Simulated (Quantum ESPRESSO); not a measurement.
# Kohn-Sham bands of Ge2Mo (I4/mmm)

```
CELL_PARAMETERS angstrom
      0.00000    -3.32019     0.00000
      3.32019     0.00000     0.00000
     -1.66010     1.66010     4.09319
ATOMIC_POSITIONS crystal
  Ge 0.66167 0.66167 0.32334
  Ge 0.33833 0.33833 0.67666
  Mo 0.00000 0.00000 0.00000
```

Materials Project entry mp-10201; symmetrised, unrelaxed at this level. Not found in the COD (Crystallography Open Database) copy used, which has the formula in other groups; not checked further. Level: LDA, no spin polarisation, no spin-orbit coupling; pw.x of Quantum ESPRESSO at 64 Ry with PseudoDojo potentials, 10×10×10 k-points, Wannier90. Density: 10×10×10 mesh, cold smearing 0.01 Ry. Spin-orbit coupling, left out, would split the p-like bands by a few tenths of an eV.

**Question.** List the Kohn-Sham levels between −8 and 3.0 eV relative to the Fermi level at the high-symmetry points, as a band run of pw.x on that density gives them (levels within 2 meV counted together).

**Answer.** 
| point | k (reciprocal lattice) | levels (eV) |
|---|---|---|
| Γ | 0.000 0.000 0.000 | -5.87, -4.71, -2.59, -2.29 (×2), 0.42, 2.79 |
| X | -0.500 0.500 0.000 | -6.30, -5.92, -5.16, -3.92, -2.63, -0.99, 1.85, 2.05 |
| P | -0.500 0.500 0.250 | -6.78, -5.61 (×2), -2.62, -1.80 (×2), -0.18, 1.85 |
| N | 0.000 0.500 0.000 | -4.70, -4.28, -2.25, -2.12, -0.10, 1.81, 2.75 |
| M | 0.000 0.000 0.500 | -2.81, -1.49, -0.49 (×2), -0.36 (×2), 0.46, 2.88 |
| S | 0.000 0.418 0.291 | -6.44, -2.38, -2.21, -2.06, -0.05, 1.35 |
| S_0 | 0.000 0.582 -0.291 | -6.44, -2.38, -2.21, -2.06, -0.05, 1.35 |
| R | -0.418 0.582 -0.082 | -7.86, -5.04, -4.06, -3.95, -2.52, -1.55, 1.56, 1.92, 1.94 |
| G | -0.418 0.418 0.500 | -7.86, -5.04, -4.06, -3.95, -2.52, -1.55, 1.56, 1.92, 1.94 |
